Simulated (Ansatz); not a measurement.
Input file for Ansatz (a program for electronic structure):

Ansatz 0.2 input:
```yaml
crystal:
  lattice:
    - [0.0, 3.0688210715, 3.0688210715]
    - [3.0688210715, 0.0, 3.0688210715]
    - [3.0688210715, 3.0688210715, 0.0]
  atoms:
    - { symbol: Zr, position: [0.0, 0.0, 0.0] }
    - { symbol: Zr, position: [0.25, 0.25, 0.25] }
kpoints:
  mp_grid: { grid: [24, 24, 24] }
hamiltonian:
  xc: pbesol
  pseudopotentials: { kind: paw }
scf:
  occupations: { method: fermi_dirac, width: 0.1 }
elastic: { mode: relaxed_ion, stencil: two_point, amplitude: 0.005, f_tol: 0.0005 }
```

Output (shortened):

```
Pseudopotential: Zr, paw, valence charge 12
Functional definition: PBEsol
Crystal: 2 atoms, lattice volume = 57.802 Å³
Basis set: ecut = 420 eV, 1139 PW (Γ), exchange–correlation on 60×60×60 points (8 copies of the dense FFT grid, shifted against one another)
Bands: 16, of which v1, the nominal top of the filled ones, is band 12 counted from 1 (11 counted from 0)
Symmetry: 48 space group operations
Space group: Fd-3m (ITA 227), of the structure as read, at distance tolerance 3.9e-5 Å
k-points: 413 of 13824
the search or the solves at the SCF's close seem to have found levels that the self-consistency loop had missed (the run counts 1) …
SCF 1 converged in 10 iterations: F = -8252.463264 eV  dr2 = 4.97e-15
Crystal: 2 atoms, lattice volume = 57.513 Å³
Symmetry: 16 space group operations
k-points: 1063 of 13824
SCF 2 converged in 9 iterations: F = -8252.463379 eV  dr2 = 2.64e-15
Crystal: 2 atoms, lattice volume = 58.091 Å³
SCF 3 converged in 6 iterations: F = -8252.463670 eV  dr2 = 2.46e-14
Crystal: 2 atoms, lattice volume = 57.802 Å³
Symmetry: 8 space group operations
k-points: 1963 of 13824
SCF 4 converged in 10 iterations: F = -8252.463269 eV  dr2 = 1.65e-14
relax step   1: F+E_penalty+E_count = -8252.46326892 eV  Δ(F+E_penalty+E_count) = +0.000e0 eV  max|allowed force component| = 4.802e-2 eV/Å  Δτ_max = 0.0000 Å  (10 SCF iters, accepted)
Crystal: 2 atoms, lattice volume = 57.802 Å³
SCF 5 converged in 9 iterations: F = -8252.463909 eV  dr2 = 1.26e-14
relax step   2: F+E_penalty+E_count = -8252.46390943 eV  Δ(F+E_penalty+E_count) = -6.405e-4 eV  max|allowed force component| = 6.949e-2 eV/Å  Δτ_max = 0.0054 Å  (9 SCF iters, accepted)
Crystal: 2 atoms, lattice volume = 57.802 Å³
SCF 6 converged in 10 iterations: F = -8252.467555 eV  dr2 = 7.87e-15
relax step   3: F+E_penalty+E_count = -8252.46755494 eV  Δ(F+E_penalty+E_count) = -3.646e-3 eV  max|allowed force component| = 1.362e-1 eV/Å  Δτ_max = 0.0176 Å  (10 SCF iters, accepted)
Crystal: 2 atoms, lattice volume = 57.802 Å³
SCF 7 converged in 10 iterations: F = -8252.481375 eV  dr2 = 2.06e-14
relax step   4: F+E_penalty+E_count = -8252.48137457 eV  Δ(F+E_penalty+E_count) = -1.382e-2 eV  max|allowed force component| = 2.366e-1 eV/Å  Δτ_max = 0.0360 Å  (10 SCF iters, accepted)
Crystal: 2 atoms, lattice volume = 57.802 Å³
SCF 8 converged in 10 iterations: F = -8252.518815 eV  dr2 = 4.33e-14
relax step   5: F+E_penalty+E_count = -8252.51881513 eV  Δ(F+E_penalty+E_count) = -3.744e-2 eV  max|allowed force component| = 1.151e-1 eV/Å  Δτ_max = 0.0849 Å  (10 SCF iters, accepted)
Crystal: 2 atoms, lattice volume = 57.802 Å³
SCF 9 converged in 11 iterations: F = -8252.501711 eV  dr2 = 3.44e-15
relax step   6: F+E_penalty+E_count = -8252.50171145 eV  Δ(F+E_penalty+E_count) = +1.710e-2 eV  max|allowed force component| = 3.425e-1 eV/Å  Δτ_max = 0.0804 Å  (11 SCF iters, rejected (line search))
Crystal: 2 atoms, lattice volume = 57.802 Å³
SCF 10 converged in 10 iterations: F = -8252.521467 eV  dr2 = 4.09e-14
relax step   7: F+E_penalty+E_count = -8252.52146694 eV  Δ(F+E_penalty+E_count) = -2.652e-3 eV  max|allowed force component| = 2.276e-2 eV/Å  Δτ_max = 0.0269 Å  (10 SCF iters, accepted)
Crystal: 2 atoms, lattice volume = 57.802 Å³
SCF 11 converged in 9 iterations: F = -8252.521518 eV  dr2 = 1.54e-14
relax step   8: F+E_penalty+E_count = -8252.52151848 eV  Δ(F+E_penalty+E_count) = -5.155e-5 eV  max|allowed force component| = 1.474e-2 eV/Å  Δτ_max = 0.0067 Å  (9 SCF iters, accepted)
Crystal: 2 atoms, lattice volume = 57.802 Å³
SCF 12 converged in 9 iterations: F = -8252.521558 eV  dr2 = 2.40e-15
relax step   9: F+E_penalty+E_count = -8252.52155791 eV  Δ(F+E_penalty+E_count) = -3.943e-5 eV  max|allowed force component| = 2.261e-4 eV/Å  Δτ_max = 0.0026 Å  (9 SCF iters, accepted)
Crystal: 2 atoms, lattice volume = 57.802 Å³
SCF 13 converged in 2 iterations: F = -8252.521558 eV  dr2 = 1.11e-15
Crystal: 2 atoms, lattice volume = 57.802 Å³
SCF 14 converged in 10 iterations: F = -8252.463269 eV  dr2 = 1.66e-14
relax step   1: F+E_penalty+E_count = -8252.46326892 eV  Δ(F+E_penalty+E_count) = +0.000e0 eV  max|allowed force component| = 4.802e-2 eV/Å  Δτ_max = 0.0000 Å  (10 SCF iters, accepted)
Crystal: 2 atoms, lattice volume = 57.802 Å³
SCF 15 converged in 9 iterations: F = -8252.463909 eV  dr2 = 1.26e-14
relax step   2: F+E_penalty+E_count = -8252.46390943 eV  Δ(F+E_penalty+E_count) = -6.405e-4 eV  max|allowed force component| = 6.949e-2 eV/Å  Δτ_max = 0.0054 Å  (9 SCF iters, accepted)
Crystal: 2 atoms, lattice volume = 57.802 Å³
SCF 16 converged in 10 iterations: F = -8252.467555 eV  dr2 = 7.87e-15
relax step   3: F+E_penalty+E_count = -8252.46755494 eV  Δ(F+E_penalty+E_count) = -3.646e-3 eV  max|allowed force component| = 1.362e-1 eV/Å  Δτ_max = 0.0176 Å  (10 SCF iters, accepted)
Crystal: 2 atoms, lattice volume = 57.802 Å³
SCF 17 converged in 10 iterations: F = -8252.481375 eV  dr2 = 2.04e-14
relax step   4: F+E_penalty+E_count = -8252.48137457 eV  Δ(F+E_penalty+E_count) = -1.382e-2 eV  max|allowed force component| = 2.366e-1 eV/Å  Δτ_max = 0.0360 Å  (10 SCF iters, accepted)
Crystal: 2 atoms, lattice volume = 57.802 Å³
SCF 18 converged in 10 iterations: F = -8252.518815 eV  dr2 = 4.33e-14
relax step   5: F+E_penalty+E_count = -8252.51881513 eV  Δ(F+E_penalty+E_count) = -3.744e-2 eV  max|allowed force component| = 1.151e-1 eV/Å  Δτ_max = 0.0849 Å  (10 SCF iters, accepted)
Crystal: 2 atoms, lattice volume = 57.802 Å³
SCF 19 converged in 11 iterations: F = -8252.501711 eV  dr2 = 3.44e-15
relax step   6: F+E_penalty+E_count = -8252.50171144 eV  Δ(F+E_penalty+E_count) = +1.710e-2 eV  max|allowed force component| = 3.425e-1 eV/Å  Δτ_max = 0.0804 Å  (11 SCF iters, rejected (line search))
Crystal: 2 atoms, lattice volume = 57.802 Å³
SCF 20 converged in 10 iterations: F = -8252.521467 eV  dr2 = 4.10e-14
relax step   7: F+E_penalty+E_count = -8252.52146694 eV  Δ(F+E_penalty+E_count) = -2.652e-3 eV  max|allowed force component| = 2.276e-2 eV/Å  Δτ_max = 0.0269 Å  (10 SCF iters, accepted)
Crystal: 2 atoms, lattice volume = 57.802 Å³
SCF 21 converged in 9 iterations: F = -8252.521518 eV  dr2 = 1.53e-14
relax step   8: F+E_penalty+E_count = -8252.52151848 eV  Δ(F+E_penalty+E_count) = -5.155e-5 eV  max|allowed force component| = 1.474e-2 eV/Å  Δτ_max = 0.0067 Å  (9 SCF iters, accepted)
Crystal: 2 atoms, lattice volume = 57.802 Å³
SCF 22 converged in 9 iterations: F = -8252.521558 eV  dr2 = 2.40e-15
relax step   9: F+E_penalty+E_count = -8252.52155791 eV  Δ(F+E_penalty+E_count) = -3.943e-5 eV  max|allowed force component| = 2.261e-4 eV/Å  Δτ_max = 0.0026 Å  (9 SCF iters, accepted)
Crystal: 2 atoms, lattice volume = 57.802 Å³
SCF 23 converged in 2 iterations: F = -8252.521558 eV  dr2 = 1.11e-15
WARN: C44 and the rest of its column (C14 to C64, from strain 23), every constant that the crystal's symmetry builds from them, which can be the whole tensor …
SCF converged after 10 iterations
Free energy (F): -8252.463264 eV
Harris-Foulkes:  -8252.463264 eV  (|F-HF|=1.82e-12)
Internal energy: -8252.315924 eV  (E = F + TS)
E sigma→0 (E₀):  -8252.389594 eV
Entropy (-TS):   -0.147341 eV (-73.670 meV/atom)
Fermi energy:    10.099597 eV
--- Per-component energies (eV) ---
  E_band       = -280.477301
  E_kinetic    = 668.731008
  E_local      = -1726.984161  (includes V_loc(G=0)·N_el)
  E_nonlocal   = 171.515548
  E_hartree    = 575.150654
  E_xc         = -318.599109
  E_vxc        = -377.881554  (∫ρ·V_xc dr)
  E_paw        = -5802.578545  (= ΣΔE_a)
  E_vpaw       = -166.159500  (= ΣTr[D̂ρ^β])
  E_aug_tail   = 0.000050  (compensation charges beyond the density's cutoff)
  E_ewald      = -1819.882809
  E_core_change = 0.331441  (= ΣΔE_core)
  E_smearing   = -0.147341  (= −TS)
  E_closure    =  0.000000  (closes the sum)
  Σ components = -8252.463264   (vs F -8252.463264, Δ=0.00e0)
--- Forces (eV/Å), atoms counted from 1 ---
  atom   1  Zr     0.00000000     0.00000000     0.00000000
  atom   2  Zr     0.00000000     0.00000000     0.00000000
  max |Σ_I F_I| component: 2.04e-16 eV/Å
--- Stress (GPa, compression-positive) ---
        0.083002       0.000000       0.000000
        0.000000       0.083002       0.000000
        0.000000       0.000000       0.083002
  P = ⅓ Tr σ = 0.0830 GPa (0.830 kbar)
--- Band table (eV; the first three rows and the last of 413) ---
  k-point 0: bands = ["-38.6898", "-37.9740", "-17.1010", "-17.1010", "-17.1010", "-15.9382", "-15.9382", "-15.9382", "5.9221", "9.1399", "9.1399", "10.1161", "10.1161", "10.1161", "12.3630", "12.3630"]
  k-point 1: bands = ["-38.6876", "-37.9764", "-17.1038", "-17.1038", "-17.1011", "-15.9381", "-15.9351", "-15.9351", "5.9505", "9.1214", "9.1214", "10.1125", "10.1497", "10.1497", "12.3074", "12.3557"]
  k-point 2: bands = ["-38.6811", "-37.9835", "-17.1117", "-17.1117", "-17.1012", "-15.9379", "-15.9263", "-15.9263", "6.0348", "9.0760", "9.0760", "10.1028", "10.2373", "10.2373", "12.1477", "12.3373"]
  k-point 412: bands = ["-38.3396", "-38.3396", "-17.3914", "-17.3914", "-16.5160", "-16.5160", "-15.6235", "-15.6235", "8.0691", "8.0691", "10.1293", "10.1293", "11.0341", "11.0341", "11.2925", "11.2925"]
--- Elastic constants: 2 strain directions × 2 members + reference (group order 48) ---
  dense FFT box of the reference and of every strained cell: 30×30×30
  strains applied: 11, 23; error gains: componentwise 1.00 (the most a stress slope's error grows in a printed constant), spectral 1.73 (1 for all six strains …
  C = ∂σ_k/∂η_j (tension-positive GPa; Voigt order 11 22 33 23 13 12):
       -57.819     86.063     86.063      0.000      0.000      0.000
        86.063    -57.819     86.063      0.000      0.000      0.000
        86.063     86.063    -57.819      0.000      0.000      0.000
         0.000      0.000      0.000  -1648.047      0.000      0.000
         0.000      0.000      0.000      0.000  -1648.047      0.000
         0.000      0.000      0.000      0.000      0.000  -1648.047
  reference stress σ⁰ (GPa):     -0.083     -0.083     -0.083      0.000      0.000      0.000
  moduli (Voigt/Reuss/Hill, GPa): K = 38.10/38.10/38.10   G = -1017.60/-168.80/-593.20   E = 424.77   ν = -1.358
  mechanically stable: NO (min eigenvalue of sym C = -1648.05 GPa)
  harmonic check of the ions' relaxations: strain 23: 1 of 1 pair far from harmonic (see the warning)
  the stresses are not corrected for the forces that the relaxations left standing (`elastic.f_tol`)
  strain η (Voigt 11):  stress-route row diagonal C_11 = -57.82 GPa, energy-path curvature d²(F+E_count+ΔE)/dδ²/Ω₀ = -57.84 GPa
         δ    σ_11 (GPa)             F (eV)   n_scf  n_hpsi   n_pw
    -5.000e-3       0.2131       -8252.4633790       9  327827   1146   relax 0 steps, max|allowed force component| 2.22e-16 eV/Å
     5.000e-3      -0.3651       -8252.4636703       6  257146   1158   relax 0 steps, max|allowed force component| 2.22e-16 eV/Å
  strain η (Voigt 23):  stress-route row diagonal C_44 = -1648.05 GPa, energy-path curvature d²(F+E_count+ΔE)/dδ²/Ω₀ = -12925.97 GPa
         δ    σ_23 (GPa)             F (eV)   n_scf  n_hpsi   n_pw
    -5.000e-3       8.2402       -8252.5215579       2  311797   1158   relax 9 steps, max|allowed force component| 2.26e-4 eV/Å
     5.000e-3      -8.2402       -8252.5215579       2  311706   1158   relax 9 steps, max|allowed force component| 2.26e-4 eV/Å
```

Cost: very roughly 40 core-minutes on shared cores.

The start of the workflow was typed in or built on a structure type; neither database checked (COD, Materials Project) lists it. It is not the phase usual at ambient conditions (space group No. 194). The PBEsol relaxation kept the symmetry of its start. At this level the phase is dynamically unstable (imaginary phonons). The run is not spin-polarised. The volume moved by -22 % from the start of the relaxation. Scalar-relativistic: spin–orbit coupling is off unless named, which matters more the heavier the elements.

Potentials: the later of the program's two PAW sets.

Ansatz is a plane-wave DFT program.
